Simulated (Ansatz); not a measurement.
Relaxed-ion elastic tensor of AlSiCN in space group P3m1 (No. 156; Al on 1b, Si on 1c, C on 1b, N on 1c) in GPa (Voigt order), the program Ansatz at the PBEsol level (PAW); density 3.23 g/cm³, 10.42 Å³ per atom.

```
 438   121  84.6  -6.2   0.0   0.0
 121   438  84.6   6.2   0.0   0.0
84.6  84.6   428   0.0   0.0   0.0
-6.2   6.2   0.0   114   0.0   0.0
 0.0   0.0   0.0   0.0   114  -6.2
 0.0   0.0   0.0   0.0  -6.2   159
```

Problem. Is the crystal mechanically stable?

Solution. Yes: the smallest eigenvalue of C is 113 GPa.

Problem. Work out the Voigt, Reuss and Hill averages.

Solution. K_V = 209, K_R = 209, K_H = 209; G_V = 145, G_R = 140, G_H = 142 GPa.

Problem. Give Young's modulus, Poisson's ratio, Pugh's ratio and the universal anisotropy index.

Solution. E = 9KG/(3K + G) = 348 GPa; ν = 0.22; K/G = 1.47 (brittle by the Pugh limit of 1.75); A_U = 5G_V/G_R + K_V/K_R − 6 = 0.19.

Problem. Estimate the sound speeds and the Debye temperature.

Solution. v_l = √((K + 4G/3)/ρ) = 11100 m/s, v_t = √(G/ρ) = 6630 m/s, mean 7340 m/s; Θ = (h/k)(3n/4πV)^(1/3) v_m = 1000 K.

Problem. Solve the Christoffel equation for the three sound speeds along x, y, z.

Solution. Eigenvalues of C_ijkl n_j n_l equal ρv² (piezoelectric stiffening left out). In km/s, slowest first: x 5.91, 7.03, 11.65; y 5.93, 7.01, 11.65; z 5.93, 5.93, 11.51.

Problem. How much does each axis shrink under pressure?

Solution. Linear compressibilities β_i = Σ_j S_ij (j = 1 to 3): x 1.5, y 1.5, z 1.7 per TPa.

The workflow started from a Materials Project entry (that database holds measured and hypothetical structures alike); the Crystallography Open Database copy checked does not list it. Whether it is the stable phase at ambient conditions was not checked. The cell was relaxed with PBEsol under the symmetry of its start; phonons on a q-mesh show no instability.

Potentials: the later of the program's two PAW sets.
